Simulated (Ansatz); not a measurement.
**One input, then a changed one: Ga (sc type)**

First run: DFT, PBEsol, PAW with Ansatz's default frozen-core files, scalar-relativistic (Ansatz 0.2.0).

Command: `ansatz run input.yaml --threads 1 --pin off --max-ram 2048MiB --backend cpu --events-out ev --progress --plain --runs-dir out` It took 1.6 s on 1 thread of Arm Neoverse V1, with other jobs on the host, peak memory 0.26 GiB.

```yaml
crystal:
  lattice:
    - [2.2187942943, 0.0, 0.0]
    - [0.0, 2.2187942943, 0.0]
    - [0.0, 0.0, 2.2187942943]
  atoms:
    - { symbol: Ga, position: [0.0, 0.0, 0.0] }
kpoints:
  mp_grid: { grid: [15, 15, 15] }
scf:
  occupations: { method: fermi_dirac, width: 0.1 }
hamiltonian:
  xc: pbesol
  pseudopotentials: { kind: paw }
output:
  forces: true
  stress: true
  eigenvalues: true
  populations: true
```

The cell comes from a relaxation on PAW files under the same functional, begun from a prototype that needn't be the stable phase.

This run: volume at 0.58 of the series' base cell.

It converges in 6 SCF iterations at a pressure of 116.7 GPa, cutoff 420 eV.

The input is then changed:

```diff
   occupations: { method: fermi_dirac, width: 0.1 }
+  max_iter: 100
 hamiltonian:
   populations: true
+magnetization:
+  spin_polarized: true
+  initial_magnetization: 1
```

Problem. Does this change harm the result?

Solution. Not here: the run converges in 13 SCF iterations at a pressure of 116.7 GPa, cell moment 0.00 μB, cutoff 420 eV, and its energy lies within 1 meV/atom of the first run's.
